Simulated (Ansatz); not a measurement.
# Sn: clamped-ion strain scan

Theory: DFT PBEsol+D3(BJ), scalar-relativistic, plane waves, PAW (Ansatz 0.2.0). The runs took a 420 eV cutoff, a Γ-centred 18×18×18 mesh and Gaussian smearing (0.15 eV). No spin polarisation. Energies are free energies at this smearing, counted from the undisturbed cell; pressure is positive in compression.

The starting cell (as given, not relaxed at this level; it stands at -4.3 GPa; this bcc form isn't the usual structure):

```
CELL_PARAMETERS angstrom
-1.89465 1.89465 1.89465
1.89465 -1.89465 1.89465
1.89465 1.89465 -1.89465
ATOMIC_POSITIONS crystal
Sn 0.00000 0.00000 0.00000
```

The cell is strained by ε times the Voigt pattern (0, 0, 1, 0, 0, 0) (xx, yy, zz, yz, xz, xy; engineering shear) with fractional coordinates fixed. The cell is metallic on the mesh throughout.

```
      ε  ΔE (meV/atom) stress summed along the pattern (GPa, tension positive) pressure (GPa)
-0.1500           -0.3                                                    -7.55             6.4
-0.1125          -32.4                                                    -2.62             2.6
-0.0750          -38.2                                                     0.75            -0.4
-0.0375              ?                                                     3.22               ?
 0.0000            0.0                                                     4.32            -4.3
 0.0375           30.3                                                     5.28            -5.7
 0.0750           67.6                                                     6.41            -6.8
 0.1125          111.0                                                        ?               ?
 0.1312              ?                                                        ?            -7.6
 0.1500          156.3                                                     6.30            -6.7
```

(1) Give the withheld values.

Results:

(1) ΔE (meV/atom) at ε = -0.0375: -24.9; pressure (GPa) at ε = -0.0375: -2.6; stress summed along the pattern (GPa, tension positive) at ε = 0.1125: 7.18; pressure (GPa) at ε = 0.1125: -7.6; ΔE (meV/atom) at ε = 0.1312: 134.1; stress summed along the pattern (GPa, tension positive) at ε = 0.1312: 7.29.

Cost: 10 runs of about 2.5 core-minutes in all, on Intel Xeon Processor @ 2.50GHz (Skylake/Cascade Lake) (shared hosts).